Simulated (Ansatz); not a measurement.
A geometry of CsPbBr$_{3}$ away from equilibrium: the start of the relaxation of a generated cell, CsPbBr3 placed in the AFLOW prototype A3BC_tP5_99_bc_a_b (as in ZrPbO3). Computed with PBEsol (plane waves to 420 eV, PAW, scalar-relativistic; Ansatz, a quantum-chemistry and plane-wave program). Γ-centred k-mesh 4×4×4 on the run's cell (coarser than for final values), Fermi–Dirac smearing 0.05 eV.

```xyz
5
Lattice="5.9900 0.0000 0.0000 0.0000 5.9900 0.0000 0.0000 0.0000 6.1283" Properties=species:S:1:pos:R:3:forces:R:3 pbc="T T T" free_energy=-25551.389 pressure_GPa=2.4
Cs     2.9950     2.9950     2.7681    0.0000    0.0000   -2.2415
Pb     0.0000     0.0000     0.0000    0.0000    0.0000    1.4037
Br     2.9950     2.9950     5.4989    0.0000    0.0000    2.9682
Br     2.9950     0.0000     2.3196    0.0000    0.0000   -1.0652
Br     0.0000     2.9950     2.3196    0.0000    0.0000   -1.0652
```

Positions in Å, forces in eV/Å, free energy of the cell in eV (comparable only within this code, potentials and settings). Largest force: 2.97 eV/Å, on Br3 (atoms numbered as listed); the geometry lies 0.81 eV/atom above the end of its relaxation.

No spin polarisation in the result.

The run could not lose the symmetry of its start, so the end can be a saddle point.

The end of the path is a generated cell of CsPbBr3: the first start was made by placing the elements on the sites of a structure type, and the end was not matched to a known phase here, so it may be hypothetical. Known forms of CsPbBr3 include space group No. 62, 221.
